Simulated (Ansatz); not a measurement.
NbNF2:
```cif
data_F2NNb
_chemical_formula_sum 'Nb1 N1 F2'
_space_group_name_H-M_alt 'P4/mmm'
_space_group_IT_number 123
_space_group_name_Hall '-P 4 2'
_cell_length_a 4.07954
_cell_length_b 4.07954
_cell_length_c 3.85486
_cell_angle_alpha 90.000
_cell_angle_beta 90.000
_cell_angle_gamma 90.000
loop_
_atom_site_label
_atom_site_type_symbol
_atom_site_symmetry_multiplicity
_atom_site_Wyckoff_symbol
_atom_site_fract_x
_atom_site_fract_y
_atom_site_fract_z
_atom_site_occupancy
Nb1 Nb 1 a 0.00000 0.00000 0.00000 1
N1 N 1 b 0.00000 0.00000 0.50000 1
F1 F 2 f 0.00000 0.50000 0.00000 1
```

Relaxed at zero pressure with DFT-PBEsol in the program Ansatz with PAW potentials.

The volume is lowered by 9 % and shape and atoms relax at that volume. What pressure results, and how do the axes share the change?

15.2 GPa; a -3.5 %, b -3.5 %, c -2.2 %; the energy rises by 63 meV/atom.

Give the new structure.


Space group P4/mmm (No. 123); a = b = 3.935 Å, c = 3.770 Å, α = β = γ = 90.00°

```tsv
atom	site	symmetry	x	y	z
Nb	1a	4/mmm	0.0000	0.0000	0.0000
N	1b	4/mmm	0.0000	0.0000	0.5000
F	2f	mmm.	0.0000	0.5000	0.0000
```

The phase is kept; no other phase was compared at this pressure.

The start of the workflow was typed in or built on a structure type; neither database checked (COD, Materials Project) lists it. Its standing as an ambient phase is unchecked. The cell was relaxed with PBEsol under the symmetry of its start; its stability against distortions is not shown here. The workflow began spin-polarised and lost its moments. The cell computed holds one magnetic atom, so no antiferromagnetic order was within reach.

Potentials: the earlier of the program's two PAW sets. The files were generated under PBE; for other functionals the program regenerates the frozen cores, and for LDA and PBEsol the local potential too.
